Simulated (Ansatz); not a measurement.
PdBr3: reading a single point

```yaml
crystal:
  lattice:
    - [-3.65397, 5.15762, 0.00000]
    - [3.65397, 0.00000, 10.94614]
    - [3.65397, 5.15762, 0.00000]
  atoms:
    - { symbol: Br, position: [0.27840, 0.07460, 0.44760] }
    - { symbol: Br, position: [0.79620, 0.07460, 0.97780] }
    - { symbol: Br, position: [0.97780, 0.42540, 0.79620] }
    - { symbol: Br, position: [0.44760, 0.42540, 0.27840] }
    - { symbol: Br, position: [0.72160, 0.92540, 0.55240] }
    - { symbol: Br, position: [0.20380, 0.92540, 0.02220] }
    - { symbol: Br, position: [0.02220, 0.57460, 0.20380] }
    - { symbol: Br, position: [0.55240, 0.57460, 0.72160] }
    - { symbol: Pd, position: [0.04164, 0.08328, 0.20836] }
    - { symbol: Pd, position: [0.20836, 0.41672, 0.04164] }
    - { symbol: Pd, position: [0.95836, 0.91672, 0.79164] }
    - { symbol: Pd, position: [0.79164, 0.58328, 0.95836] }
    - { symbol: Br, position: [0.34450, 0.25000, 0.90550] }
    - { symbol: Br, position: [0.90550, 0.25000, 0.34450] }
    - { symbol: Br, position: [0.65550, 0.75000, 0.09450] }
    - { symbol: Br, position: [0.09450, 0.75000, 0.65550] }
```

Method: PBE, no spin polarisation; PAW, plane waves to 420 eV, 5×5×5 Γ-centred mesh, cold occupations (width 0.1216 eV) (Ansatz 0.2.0), atoms fixed.

Q: Which element gives electrons and which takes them?

A: Bader charges in e: Pd +0.54, Br -0.19 to -0.16. In the mean Pd gives up most and Br takes most.

Q: What happens at the Fermi level?

A: It is a metal, with about 18 states/eV a cell as the mean within 0.25 eV of the Fermi level, mostly Br p (60 %) and Pd d (36 %).

Q: Is it stable against the elements?

A: -0.16 eV an atom against the elements' usual phases (free molecules for gases, crystals otherwise, with no correction for O₂ or N₂), so it is bound against them; other compounds may still compete. Relaxing would lower it.

Q: What does the stress say?

A: The pressure is 7.6 GPa (compression positive), so with the atoms held at these fractions the cell would first expand; the forces are large, so a full relaxation may end otherwise. The principal stresses 7.0, 7.6, 8.1 GPa differ, so its shape would change too.

Q: Which atom feels the largest force, and which way?

A: The largest is on Br13 (and as large on other atoms): 1.78 eV/Å, components (-1.78, 0.00, 0.00). It makes 131° with the line to a nearest neighbour, Pd9 at 2.43 Å.

Origin: a known structure type with other elements, at an estimated volume, so it need not be a known compound. Caveats: many states at the Fermi level without spin polarisation, so a magnetic state may lie lower; the Fermi level lies in a narrow band between gaps, which spin or distortion may split; atoms or cell far from equilibrium.
